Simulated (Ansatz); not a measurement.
Cu in its lowest state found on the top face of a (111) slab of ZrC (Fm-3m (No. 225)), 7 planes, outer planes Zr (top) and Zr (bottom); 1 a cell of 9.44 Å², its atoms last:

```xyz
8
Lattice="3.3015 0.0000 0.0000 -1.6508 2.8592 0.0000 0.0000 0.0000 27.0871" Properties=species:S:1:pos:R:3 pbc="T T T"
Zr    0.0000    1.9061    8.5000
C     1.6508    0.9531    9.8478
Zr    0.0000    0.0000   11.1957
C     0.0000    1.9063   12.5457
Zr    1.6508    0.9534   13.8171
C     0.0000    0.0006   15.2896
Zr    0.0000    1.9068   16.4531
Cu    0.0000   -1.9052   18.4458
```

Computed with DFT PBEsol, scalar-relativistic, plane waves, PAW in Ansatz. Settings: cutoff 420 eV, Γ-centred mesh 9×9×1 on the computed 8-atom cell, Gaussian smearing of 0.10 eV; no spin polarisation. A dipole correction removes the field between periodic images along c.

The clean top face has a work function of 4.51 eV. Adsorption changes the slab's dipole along +c by Δp = +0.0493 e·Å a cell (+0.24 D an adsorbate).

Problem. What change of work function does the Helmholtz equation give?

Solution. A sheet of dipoles makes a step in an electron's potential energy of −e·Δp/(ε0·A), and e/ε0 = 180.95 eV·Å for Δp in e·Å: −180.95 × (0.0493)/9.44 = -0.95 eV. This is the change of φ(top) − φ(bottom). If the bottom face is unmoved, φ(top) becomes 3.56 eV.

Problem. How does that compare with the calculation?

Solution. φ(top) changes by -0.93 eV and φ(bottom) by +0.01 eV, so their difference changes by -0.94 eV. The bottom face hardly moves.

Problem. What does the sign say about the electrons?

Solution. The change of dipole points out of the surface, so the work function falls. Electrons move towards the slab, or their spill-out is pushed back. Δp also holds the adsorbate's own dipole and the moves of the surface atoms, so it isn't a charge transfer alone.